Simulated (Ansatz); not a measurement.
Ti$_{2}$O: a fit and a missing row

Ti$_{2}$O, P-3m1, a = 2.953 Å, c = 4.724 Å. The structure is a COD entry; whether it is the stable form wasn't checked. Ansatz: PBEsol, PAW, 420 eV, Γ-centred 18×18×10 mesh on 3 atoms, Gaussian smearing 0.10 eV; no spin polarisation. Shape and atoms are relaxed at each volume; pressure is positive in compression.

```
V (Å³/atom) P (GPa)
     10.464    32.97
     10.821    22.69
     11.177    13.90
     11.534     6.41
     11.891     0.00
     12.247    -5.46
     12.604   -10.10
     13.080        ?
```

Q: Take V0 = 11.891 Å³/atom, fit the third-order Birch–Murnaghan form to the other rows, and predict the missing pressure.

A: With the Eulerian strain f = ½[(V0/V)^(2/3) − 1] and y = P/[3f(1 + 2f)^(5/2)], the form is the line y = B0 + 1.5 B0 (B0′ − 4) f. Rows (f, y): 0.04448, 199.7; 0.03244, 199.2; 0.02107, 198.3; 0.01026, 197.9; -0.00974, 196.3; -0.01904, 194.8. Means f = 0.01324, y = 197.70; Σ(Δf)² = 0.002985, ΣΔfΔy = 0.2212; the slope is their ratio. y = 196.7 + 74.10 f GPa, so B0 = 196.7 GPa and B0′ = 4 + 2 × (74.10)/(3 × 196.7) = 4.25. At V = 13.080, f = -0.03078, y = 194.42 and P = -15.32 GPa. The run gave -15.22 GPa, so the fit is 0.10 GPa too low, a small miss on the scale of the series. The form still works here, 22 % of the fitted range beyond its end.

Spin polarisation was left out, and a magnetic state may lie lower.